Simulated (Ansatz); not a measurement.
## SiO₂ — electric field gradients

The cell is a structure deposited in the COD, ions relaxed with PBE at fixed cell.

```
Si O
1.0
     4.90800    0.00000    0.00000
     0.00000    4.90800    0.00000
     0.00000    0.00000    6.78400
Si O
4 8
Cartesian
  1.5327 1.5327 0.0000
  0.9213 3.9867 1.6960
  3.3753 3.3753 3.3920
  3.9867 0.9213 5.0880
  1.1470 0.6389 1.3025
  1.8151 3.6010 2.9985
  3.7610 4.2691 4.6945
  3.0929 1.3070 6.3905
  3.6010 1.8151 3.7855
  4.2691 3.7610 2.0895
  1.3070 3.0929 0.3935
  0.6389 1.1470 5.4815
```

Atom numbers follow the list; atoms alike are taken as one site, whose name carries the number of the first.

Method: Kohn–Sham DFT in Ansatz, r2SCAN, plane waves and PAW, scalar-relativistic, 500 eV cutoff, Γ-centred 5×5×4 k-points, Fermi–Dirac smearing 0.02 eV.

Conventions: |V_zz| ≥ |V_yy| ≥ |V_xx|, η = (V_xx − V_yy)/V_zz, C_Q = eQV_zz/h.

17O: I = 5/2, Q = -25.58 mb. Q values from Pyykkö, Mol. Phys. 116, 1328 (2018).

Q: Which values are expected at the nuclei?

A: 

```csv
site,atoms (order as listed),first shell,"V_xx, V_yy, V_zz (10²¹ V/m²)",η,C_Q (MHz)
Si,"1, 2, 3, 4",4 O at 1.62–1.63 Å,"0.057, 0.40, -0.46",0.75,–
O,"5, 6, 7, 8, 9, 10, …","2 Si at 1.62–1.63 Å, angle 139°","-3.44, -5.60, 9.04",0.24,-5.59
```

At O V_zz runs parallel to the line that joins its two neighbours (within 1°).

Si has no stable isotope with a ground-state quadrupole moment in the table, so no C_Q is given.

The largest force is 0.3 eV/Å, so the atoms aren't at the calculated equilibrium and relaxing them would move these values. The cell is 5 % smaller than that of α-cristobalite at ambient conditions, so the entry probably stands for a crystal under pressure.
